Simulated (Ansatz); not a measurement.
Mo:
```cif
data_Mo
_chemical_formula_sum 'Mo1'
_space_group_name_H-M_alt 'P 1'
_space_group_IT_number 1
_cell_length_a 2.72861
_cell_length_b 2.72861
_cell_length_c 2.72861
_cell_angle_alpha 109.471
_cell_angle_beta 109.471
_cell_angle_gamma 109.471
loop_
_space_group_symop_operation_xyz
  'x, y, z'
loop_
_atom_site_label
_atom_site_type_symbol
_atom_site_fract_x
_atom_site_fract_y
_atom_site_fract_z
_atom_site_occupancy
Mo1 Mo 0.00000 0.00000 0.00000 1
```

Relaxed with r²SCAN.

Which orbitals make up the states near the Fermi level in r²SCAN (plane waves, PAW; program Ansatz)?

Within 0.5 eV of the Fermi level: Mo 4d 89 %, Mo 5s 5 %, outside the projected shells 5 %. Projections are on Löwdin-orthogonalised atomic valence shells; empty p or d shells of many metals are not among them.

Tabulate the density of states.

States/eV per cell of 1 atom, in 0.25 eV bins, energy from the Fermi level.

```tsv
E (eV)	total	Mo 4d	Mo 5s	Mo 4p
-7.80	0.00	0.00	0.00	0.00
-7.55	0.02	0.00	0.02	0.00
-7.30	0.04	0.00	0.03	0.00
-7.05	0.05	0.00	0.04	0.00
-6.80	0.06	0.00	0.05	0.00
-6.55	0.08	0.00	0.06	0.00
-6.30	0.09	0.00	0.08	0.00
-6.05	0.11	0.01	0.09	0.00
-5.80	0.14	0.02	0.11	0.00
-5.55	0.38	0.22	0.14	0.01
-5.30	0.84	0.58	0.22	0.01
-5.05	0.99	0.73	0.23	0.01
-4.80	1.11	0.87	0.21	0.02
-4.55	1.35	1.12	0.19	0.02
-4.30	1.44	1.24	0.16	0.02
-4.05	1.22	1.08	0.11	0.02
-3.80	0.70	0.63	0.05	0.01
-3.55	1.14	1.11	0.01	0.01
-3.30	1.75	1.71	0.01	0.02
-3.05	1.82	1.77	0.01	0.02
-2.80	1.16	1.12	0.02	0.01
-2.55	0.96	0.90	0.04	0.01
-2.30	0.93	0.85	0.06	0.01
-2.05	1.39	1.23	0.11	0.02
-1.80	2.05	1.77	0.20	0.03
-1.55	1.22	1.05	0.11	0.02
-1.30	0.66	0.54	0.08	0.01
-1.05	0.54	0.44	0.07	0.01
-0.80	0.49	0.40	0.06	0.01
-0.55	0.48	0.39	0.05	0.01
-0.30	0.48	0.41	0.04	0.00
-0.05	0.53	0.47	0.03	0.00
0.20	0.73	0.66	0.03	0.00
0.45	0.88	0.81	0.03	0.00
0.70	0.95	0.89	0.02	0.00
0.95	1.04	0.98	0.02	0.00
1.20	1.23	1.18	0.02	0.00
1.45	1.25	1.22	0.01	0.00
1.70	1.28	1.25	0.01	0.00
1.95	1.43	1.41	0.01	0.00
2.20	1.32	1.30	0.01	0.00
2.45	1.87	1.83	0.03	0.00
2.70	2.19	2.08	0.07	0.00
2.95	1.02	0.91	0.08	0.00
3.20	0.82	0.70	0.08	0.00
3.45	0.71	0.59	0.09	0.00
3.70	0.65	0.53	0.09	0.00
3.95	0.61	0.49	0.09	0.00
4.20	0.46	0.34	0.09	0.00
4.45	0.35	0.23	0.09	0.00
4.70	0.29	0.16	0.10	0.00
```

Space group Im-3m (bcc (W type)). Symmetry was held in the r²SCAN relaxation. No spin polarisation was allowed. Scalar-relativistic: spin–orbit coupling is off unless named, which matters more the heavier the elements.

Potentials: the earlier of the program's two PAW sets.
